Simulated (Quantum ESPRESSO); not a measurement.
# SiAsAlO6: input and log of a self-consistent run

Simulated, not a measurement. The program is pw.x of Quantum ESPRESSO 7.5 (plane-wave density functional theory). The cell is made up: 9 atoms on a quartz lattice, with randomly drawn elements, strain and displacements, not relaxed. PseudoDojo standard norm-conserving files (v0.5 for PBE, v0.4.1 for LDA and PBEsol) set the functional; there is no spin polarisation, spin-orbit coupling or dispersion term, and the masses in the input are unused placeholders.

Input:

```
&control calculation='scf', pseudo_dir='./dojo.nc.sr.pbe.v0_5.standard.upf', outdir='./o', disk_io='low', tprnfor=.true., tstress=.true. /
&system ibrav=0, nat=9, ntyp=4, nbnd=35, ecutwfc=84.00895049, nosym=.true., tot_charge=0,
 occupations='smearing', smearing='fd', degauss=0.0018374661
/
&electrons conv_thr=7.350e-09, electron_maxstep=60, /
ATOMIC_SPECIES
Al 1.0 Al.upf
As 1.0 As.upf
O 1.0 O.upf
Si 1.0 Si.upf
CELL_PARAMETERS angstrom
4.9874 0.0 0.0
-2.4937 4.3192 0.0
0.0 0.0 5.4742
ATOMIC_POSITIONS angstrom
Si 2.4122 0.0334 3.6474
As -1.2009 2.0093 1.7994
Al 1.3235 2.2793 0.0102
O 1.324 1.1724 4.3629
O 3.2927 0.6959 2.5215
O 2.761 2.5561 0.6354
O 0.393 1.899 1.1768
O -1.0245 3.1661 3.0021
O 0.7956 3.7347 4.8117
K_POINTS automatic
5 5 4 1 1 1
```

The log is shortened where brackets say so; the opening notice, blank lines, dates and the lines on written files are dropped, and the path of the files is cut. It prints rydbergs, bohrs and kilobars, and counts compression as positive stress. With no partly filled state, the Fermi energy that it prints is only some level between the filled and the empty states on the mesh, and need not lie in the true gap.

```
     Program PWSCF v.7.5
     Parallel version (MPI & OpenMP), running on       4 processor cores
     Number of MPI processes:                 4
     Threads/MPI process:                     1
     [start-up lines left out]
     bravais-lattice index     =            0
     lattice parameter (alat)  =       9.4248  a.u.
     unit-cell volume          =     795.7832 (a.u.)^3
     number of atoms/cell      =            9
     number of atomic types    =            4
     number of electrons       =        58.00
     number of Kohn-Sham states=           35
     kinetic-energy cutoff     =      84.0090  Ry
     charge density cutoff     =     336.0358  Ry
     scf convergence threshold =      7.3E-09
     mixing beta               =       0.7000
     number of iterations used =            8  plain     mixing
     Exchange-correlation= PBE
                           (   1   4   3   4   0   0   0)
     [axes and pseudopotential details left out]
   Cartesian axes
     site n.     atom                  positions (alat units)
         1        Si     tau(   1) = (   0.4836588   0.0066969   0.7313229  )
         2        As     tau(   2) = (  -0.2407868   0.4028752   0.3607892  )
         3        Al     tau(   3) = (   0.2653687   0.4570117   0.0020452  )
         4        O      tau(   4) = (   0.2654690   0.2350724   0.8747845  )
         5        O      tau(   5) = (   0.6602037   0.1395316   0.5055740  )
         6        O      tau(   6) = (   0.5535951   0.5125115   0.1274011  )
         7        O      tau(   7) = (   0.0787986   0.3807595   0.2359546  )
         8        O      tau(   8) = (  -0.2054177   0.6348197   0.6019369  )
         9        O      tau(   9) = (   0.1595220   0.7488270   0.9647712  )
     number of k points=    50  Fermi-Dirac smearing, width (Ry)=  0.0018
                       cart. coord. in units 2pi/alat
        k(    1) = (   0.1000000   0.1732057   0.1138842), wk =   0.0400000
        k(    2) = (   0.1000000   0.1732057   0.3416527), wk =   0.0400000
     [further k points left out]
     Dense  grid:    82801 G-vectors     FFT dimensions: (  60,  60,  64)
     Estimated max dynamical RAM per process >     184.32 MB
     Estimated total dynamical RAM >     676.63 MB
     Initial potential from superposition of free atoms
     starting charge      57.9967, renormalised to      58.0000
     Starting wfcs are   41 randomized atomic wfcs
     total cpu time spent up to now is        3.3 secs
     per-process dynamical memory:   143.4 Mb
     Self-consistent Calculation
     iteration #  1     ecut=    84.01 Ry     beta= 0.70
     Davidson diagonalization with overlap
     ethr =  1.00E-02,  avg # of iterations =  3.0
     total cpu time spent up to now is        9.4 secs
     total energy              =    -422.69880729 Ry
     estimated scf accuracy    <       2.94671932 Ry
     iteration #  2     ecut=    84.01 Ry     beta= 0.70
     Davidson diagonalization with overlap
     ethr =  5.08E-03,  avg # of iterations =  2.1
     total cpu time spent up to now is       14.7 secs
     total energy              =    -423.45758423 Ry
     estimated scf accuracy    <       2.43435616 Ry
     iteration #  3     ecut=    84.01 Ry     beta= 0.70
     Davidson diagonalization with overlap
     ethr =  4.20E-03,  avg # of iterations =  2.0
     total cpu time spent up to now is       19.5 secs
     total energy              =    -423.94526146 Ry
     estimated scf accuracy    <       0.07641450 Ry
     iteration #  4     ecut=    84.01 Ry     beta= 0.70
     Davidson diagonalization with overlap
     ethr =  1.32E-04,  avg # of iterations =  6.6
     total cpu time spent up to now is       25.8 secs
     total energy              =    -423.96447782 Ry
     estimated scf accuracy    <       0.00726092 Ry
     iteration #  5     ecut=    84.01 Ry     beta= 0.70
     Davidson diagonalization with overlap
     ethr =  1.25E-05,  avg # of iterations =  7.1
     total cpu time spent up to now is       32.7 secs
     total energy              =    -423.96532116 Ry
     estimated scf accuracy    <       0.00218023 Ry
     iteration #  6     ecut=    84.01 Ry     beta= 0.70
     Davidson diagonalization with overlap
     ethr =  3.76E-06,  avg # of iterations =  2.6
     total cpu time spent up to now is       37.6 secs
     total energy              =    -423.96548945 Ry
     estimated scf accuracy    <       0.00032733 Ry
     iteration #  7     ecut=    84.01 Ry     beta= 0.70
     Davidson diagonalization with overlap
     ethr =  5.64E-07,  avg # of iterations =  3.2
     total cpu time spent up to now is       43.0 secs
     total energy              =    -423.96552816 Ry
     estimated scf accuracy    <       0.00002847 Ry
     iteration #  8     ecut=    84.01 Ry     beta= 0.70
     Davidson diagonalization with overlap
     ethr =  4.91E-08,  avg # of iterations =  2.0
     total cpu time spent up to now is       48.0 secs
     total energy              =    -423.96553478 Ry
     estimated scf accuracy    <       0.00000280 Ry
     iteration #  9     ecut=    84.01 Ry     beta= 0.70
     Davidson diagonalization with overlap
     ethr =  4.83E-09,  avg # of iterations =  2.1
     total cpu time spent up to now is       52.8 secs
     total energy              =    -423.96553568 Ry
     estimated scf accuracy    <       0.00000043 Ry
     iteration # 10     ecut=    84.01 Ry     beta= 0.70
     Davidson diagonalization with overlap
     ethr =  7.48E-10,  avg # of iterations =  2.0
     total cpu time spent up to now is       57.5 secs
     total energy              =    -423.96553573 Ry
     estimated scf accuracy    <       0.00000008 Ry
     iteration # 11     ecut=    84.01 Ry     beta= 0.70
     Davidson diagonalization with overlap
     ethr =  1.32E-10,  avg # of iterations =  2.1
     total cpu time spent up to now is       62.3 secs
     End of self-consistent calculation
          k = 0.1000 0.1732 0.1139 ( 10349 PWs)   bands (ev):
   -33.7593 -33.6525 -33.6070 -33.5334 -33.5094 -18.0216 -15.8783 -15.1352
   -14.2930 -13.4456 -12.4261  -7.6467  -4.8844  -3.6352  -2.6799  -1.7723
    -0.9144  -0.5832  -0.0538   0.3362   0.7590   0.9858   1.3525   1.7820
     1.9678   2.1581   2.7473   3.0996   3.7981   7.8939  10.6232  10.8822
    11.6585  12.1198  13.1866
     [levels at the other k points left out]
     the Fermi energy is     4.8087 ev
!    total energy              =    -423.96553575 Ry
     estimated scf accuracy    <          6.3E-09 Ry
     smearing contrib. (-TS)   =       0.00000000 Ry
     internal energy E=F+TS    =    -423.96553575 Ry
     The total energy is F=E-TS. E is the sum of the following terms:
     one-electron contribution =    -281.84941331 Ry
     hartree contribution      =     169.39965177 Ry
     xc contribution           =    -104.28284262 Ry
     ewald contribution        =    -207.23293159 Ry
     convergence has been achieved in  11 iterations
     Forces acting on atoms (cartesian axes, Ry/au):
     atom    1 type  4   force =    -0.14718783    0.02832844    0.18589601
     atom    2 type  2   force =     0.15745161    0.16647104   -0.11325192
     atom    3 type  1   force =    -0.00593632    0.13110625   -0.17050441
     atom    4 type  3   force =     0.08754532   -0.23114932   -0.23176838
     atom    5 type  3   force =    -0.00070479   -0.12956712   -0.00220837
     atom    6 type  3   force =     0.19166530    0.04376823    0.07730674
     atom    7 type  3   force =    -0.25016299   -0.09985163    0.27067942
     atom    8 type  3   force =    -0.02457159    0.02452175    0.01677231
     atom    9 type  3   force =    -0.00809872    0.06637235   -0.03292140
     Total force =     0.705508     Total SCF correction =     0.000134
     Computing stress (Cartesian axis) and pressure
          total   stress  (Ry/bohr**3)                   (kbar)     P=      218.71
   0.00124182   0.00063997  -0.00019952          182.68       94.14      -29.35
   0.00063997   0.00137735  -0.00034243           94.14      202.62      -50.37
  -0.00019952  -0.00034243   0.00184111          -29.35      -50.37      270.84
     init_run     :      3.13s CPU      3.25s WALL (       1 calls)
     electrons    :     58.77s CPU     59.04s WALL (       1 calls)
     forces       :      1.02s CPU      1.04s WALL (       1 calls)
     stress       :      3.34s CPU      3.34s WALL (       1 calls)
     [timing details left out]
     PWSCF        :   1m 6.36s CPU   1m 6.82s WALL
     JOB DONE.
```

In other units: free energy -5768.345 eV for the cell, pressure 21.87 GPa, largest force component 6.959 eV/Å. A rerun of this cell at 1437 eV and a 7 x 7 x 6 mesh moved values by no more than 0.004 eV in energy, 0.02 GPa in stress and 0.002 eV/Å in force.